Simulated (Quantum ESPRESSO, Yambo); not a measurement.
RbLaTa2O7 (space group P4/mmm, No. 123): one geometry, one set of PBEsol (pw.x of Quantum ESPRESSO, ONCV potentials, no spin-orbit coupling) orbitals, self-energies from Yambo (4×4×1 Γ-centred k mesh, bands 3 to 263 and a 7 Ry block in the screening, 263 bands in G with the Bruneval-Gonze terminator, plasmon pole fitted at 27.2 eV).

```csv
level,gap M → Γ (eV),direct gap at Γ (eV)
PBEsol (Quantum ESPRESSO),2.28,2.42
exchange only (Hartree-Fock self-energy on PBEsol orbitals),12.99,13.66
static COHSEX@PBEsol,?,?
"G0W0@PBEsol, plasmon pole",?,?
```

Question: Fill in the missing entries.

Answer: 
- static COHSEX@PBEsol, gap M → Γ (eV): 4.56
- static COHSEX@PBEsol, direct gap at Γ (eV): 4.92
- G0W0@PBEsol, plasmon pole, gap M → Γ (eV): 4.02
- G0W0@PBEsol, plasmon pole, direct gap at Γ (eV): 4.38

Bare exchange has no screening and gives the widest gap; static COHSEX screens it but leaves out the frequency dependence, which G0W0 restores.

Nearest settings tried, and what they do to the gap: 175 bands in G: +18 meV; 2 Ry block (65 vectors against 367): +420 meV. Not varied: bands in W, mesh. So the settings aren't converged at that level.

Geometry of the Materials Project entry, not relaxed at this level; primitive cell a = 3.9104 Å, b = 3.9104 Å, c = 11.3145 Å, α = 90.00°, β = 90.00°, γ = 90.00°.

The structure is a Materials Project entry; no match was found in the copy of COD used, and its stability was not checked.
